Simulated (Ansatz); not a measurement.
Consider the following.

LiF:
```yaml
crystal:
  lattice:
    - [3.08134, 0.00000, 0.00000]
    - [-1.54067, 2.66852, 0.00000]
    - [0.00000, 0.00000, 4.78693]
  atoms:
    - { symbol: Li, position: [0.33333, 0.66667, 0.38238] }
    - { symbol: Li, position: [0.66667, 0.33333, 0.88238] }
    - { symbol: F, position: [0.33333, 0.66667, 0.99261] }
    - { symbol: F, position: [0.66667, 0.33333, 0.49261] }
```

This is the r²SCAN-relaxed structure. Cartesian axes are those of the cell as given.

Problem. All from plane-wave PAW r²SCAN (Ansatz code), unless another level is named. Estimate the Young's modulus.

Solution. 57.4 GPa.

Problem. Next, the vibrational entropy at 300 K?

Solution. 17.8 J/(K·mol of atoms).

Problem. Give the piezoelectric stress constants (proper, relaxed ions, C/m²).

Solution. e15 = e24 = 0.26, e31 = e32 = 0.39, e33 = -0.97.

Space group P6_3mc (wurtzite). The workflow started from a Materials Project entry (that database holds measured and hypothetical structures alike); the Crystallography Open Database copy checked does not list it. It is not the phase usual at ambient conditions (space group No. 225). Symmetry was held in the r²SCAN relaxation; phonons on a q-mesh show no instability.

Potentials: the later of the program's two PAW sets.
